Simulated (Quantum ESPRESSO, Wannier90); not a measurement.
Wannier functions of Bi₂Se₃ (R-3m)

```xyz
5
Lattice="-2.0957 3.6298 0.0000 -4.1914 0.0000 0.0000 -2.0957 1.2099 9.9762" Properties=species:S:1:pos:R:3 pbc="T T T"
Bi     2.0957    -1.2099     1.9486
Bi    -2.0957     1.2099    -1.9486
Se     0.0000     0.0000     0.0000
Se     2.0957    -1.2099    -3.5201
Se    -2.0957     1.2099     3.5201
```

Cell from Materials Project (mp-541837), symmetrised, no further relaxation. COD (Crystallography Open Database) has the formula in 2 space groups, this one among them (matched by group alone). Level: PBEsol, no spin polarisation, no spin-orbit coupling; pw.x of Quantum ESPRESSO at 69 Ry with PseudoDojo potentials, 6×6×6 k-points, Wannier90. Density: 8×8×8 mesh, Gaussian smearing 0.01 Ry. Spin-orbit coupling is left out although heavy elements are present.

A tight-binding model is made by disentanglement and projection with no localisation steps (num_iter = 0), so the 20 orbitals stay atom-like: hydrogen-like Bi: s;p; Se: s;p, axes along x, y, z; frozen window up to 1.86 eV relative to the valence-band maximum. It follows pw.x to 2.6 meV rms for states up to 1.4 eV relative to the valence-band maximum. Matrix elements depend on this choice of orbitals and windows.

**Question.** What are the on-site energies relative to the valence-band maximum, and how fast do the hoppings decay?

**Answer.** 
```json
[
 {"atom": "Bi1", "orbitals": "s", "energy (eV)": "-9.65"},
 {"atom": "Bi1", "orbitals": "pz", "energy (eV)": "0.73"},
 {"atom": "Bi1", "orbitals": "px py", "energy (eV)": "0.58"},
 {"atom": "Bi2", "orbitals": "s", "energy (eV)": "-9.65"},
 {"atom": "Bi2", "orbitals": "pz", "energy (eV)": "0.73"},
 {"atom": "Bi2", "orbitals": "px py", "energy (eV)": "0.58"},
 {"atom": "Se3", "orbitals": "s", "energy (eV)": "-11.68"},
 {"atom": "Se3", "orbitals": "pz", "energy (eV)": "-1.18"},
 {"atom": "Se3", "orbitals": "px py", "energy (eV)": "-1.12"},
 {"atom": "Se4", "orbitals": "s", "energy (eV)": "-11.59"},
 {"atom": "Se4", "orbitals": "pz", "energy (eV)": "-1.07"},
 {"atom": "Se4", "orbitals": "px py", "energy (eV)": "-1.02"},
 {"atom": "Se5", "orbitals": "s", "energy (eV)": "-11.59"},
 {"atom": "Se5", "orbitals": "pz", "energy (eV)": "-1.07"},
 {"atom": "Se5", "orbitals": "px py", "energy (eV)": "-1.02"}
]
```

| distance of the centres (Å) | largest modulus (eV) |
|---|---|
| 2–3 | 1.4 |
| 3–4 | 1.1 |
| 4–5 | 0.32 |
| 5–6 | 0.081 |
| 6–7 | 0.21 |
| 7–8 | 0.014 |
| 8–9 | 0.014 |
| 9–10 | 0.049 |
